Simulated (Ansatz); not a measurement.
Sn (beta-Sn type, space group I4_1/amd)

```xyz
2
Lattice="-2.9431 2.9431 1.5919 2.9431 -2.9431 1.5919 2.9431 2.9431 -1.5919" Properties=species:S:1:pos:R:3 pbc="T T T"
Sn     0.0000     2.9431     0.7959
Sn     0.0000     0.0000     0.0000
```

Two coordinates are scanned: the volume, and the ratio of the stretch along z (the conventional c axis) to the stretch across it. Atoms keep their fractional coordinates.

Computed with r2SCAN (plane waves to 500 eV, PAW, scalar-relativistic; Ansatz, a quantum-chemistry and plane-wave program). k mesh 17×17×17 (Γ-centred), Fermi-Dirac smearing 0.05 eV. Stress and pressure are positive under compression. With partly filled bands, the response to shear is sensitive to the k mesh, so small differences along c/a are uncertain. Sn was relaxed with its symmetry unable to fall. The last digit holds for this mesh only.

Changes of σzz (GPa) from the point V/V₀ = 1.000, (c/a)/(c/a)₀ = 1.000 when one coordinate moves alone (two changes are said to add if the coupling is within 5 % of the smaller one, nearly so within 20 %):

```csv
point,change
"V/V₀ = 1.000, (c/a)/(c/a)₀ = 0.960",2.18
"V/V₀ = 1.000, (c/a)/(c/a)₀ = 0.980",0.99
"V/V₀ = 0.960, (c/a)/(c/a)₀ = 1.000",2.45
"V/V₀ = 0.980, (c/a)/(c/a)₀ = 1.000",1.15
"V/V₀ = 1.020, (c/a)/(c/a)₀ = 1.000",-1.02
"V/V₀ = 1.040, (c/a)/(c/a)₀ = 1.000",-1.93
"V/V₀ = 1.000, (c/a)/(c/a)₀ = 1.020",-0.87
"V/V₀ = 1.000, (c/a)/(c/a)₀ = 1.040",-1.53
```

**Question.** What is the change at V/V₀ = 1.020, (c/a)/(c/a)₀ = 1.040, where both move, and how far is it from the sum?

**Answer.** The sum of the single changes is -1.02 + (-1.53) = -2.55; the calculation gives -2.38, so the coupling contributes 0.17 (under 20 % of the smaller single change, nearly additive).

(Under strain, the slope of the energy per volume gives the stress and its curvature an elastic modulus.)
